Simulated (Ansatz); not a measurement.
ScBS3: start and end of a relaxation

The guess for ScBS3 was made by a generator: perovskite family, tilts a0a0a0 (Pm-3m, No. 221) (A site Sc; B site B; X site S). Its size is a rough estimate.

start.cif

```cif
data_structure
_symmetry_space_group_name_H-M 'P 1'
_symmetry_Int_Tables_number 1
_cell_length_a 4.2989
_cell_length_b 4.2989
_cell_length_c 4.2989
_cell_angle_alpha 90.000
_cell_angle_beta 90.000
_cell_angle_gamma 90.000
_cell_volume 79.45
loop_
_atom_site_label
_atom_site_type_symbol
_atom_site_fract_x
_atom_site_fract_y
_atom_site_fract_z
_atom_site_occupancy
Sc1 Sc 0.50000 0.50000 0.50000 1
B1 B 0.00000 0.00000 0.00000 1
S1 S 0.50000 0.00000 0.00000 1
S2 S 0.00000 0.50000 0.00000 1
S3 S 0.00000 0.00000 0.50000 1
```

The calculation used DFT PBE, scalar-relativistic, plane waves, PAW in Ansatz. Cutoff 420 eV, Gaussian smearing, Γ-centred meshes. Cell and atoms relax first on a coarse mesh and then on a finer one. In between, the cell is made exact in the group found at 0.06 Å. In metals the finer mesh still leaves noise of several meV/atom or more. The steps can't lower the symmetry of their start. No spin polarisation in the relaxation; trial moments died out in a coarse test.

end.cif

```cif
data_structure
_symmetry_space_group_name_H-M 'P 1'
_symmetry_Int_Tables_number 1
_cell_length_a 4.2394
_cell_length_b 4.2394
_cell_length_c 4.2394
_cell_angle_alpha 90.000
_cell_angle_beta 90.000
_cell_angle_gamma 90.000
_cell_volume 76.19
loop_
_atom_site_label
_atom_site_type_symbol
_atom_site_fract_x
_atom_site_fract_y
_atom_site_fract_z
_atom_site_occupancy
Sc1 Sc 0.50000 0.50000 0.50000 1
B1 B 0.00000 0.00000 0.00000 1
S1 S 0.50000 0.00000 0.00000 1
S2 S 0.00000 0.50000 0.00000 1
S3 S 0.00000 0.00000 0.50000 1
```

The symmetry stays Pm-3m (No. 221). The end has the cubic perovskite type. The volume per atom shrinks by 4.1 %, from 15.9 to 15.2 Å³. The shortest distance goes from 2.15 Å (B–S) to 2.12 Å (B–S).

* Volume per atom: 15.24 Å³
* Density: 3.31 g/cm³
* Energy over the elements: −0.18 eV/atom
* Gap on the 10×10×10 mesh of the 5-atom cell: 0 eV (a metal)

Energies over the elements count from the elements' standard structures at the same level, with no fitted energy shifts. A negative formation energy is needed for stability but isn't enough: competing phases decide.

The last run used Gaussian smearing of 0.10 eV. The reference form of S is held partly by dispersion forces, which this level lacks. Symmetry constrained the relaxation, so the result can be a saddle point. In all, the 3 runs took 30 s on 1 thread of Intel(R) Xeon(R) Platinum 8175M CPU @ 2.50GHz (Skylake/Cascade Lake), with other jobs on the host.
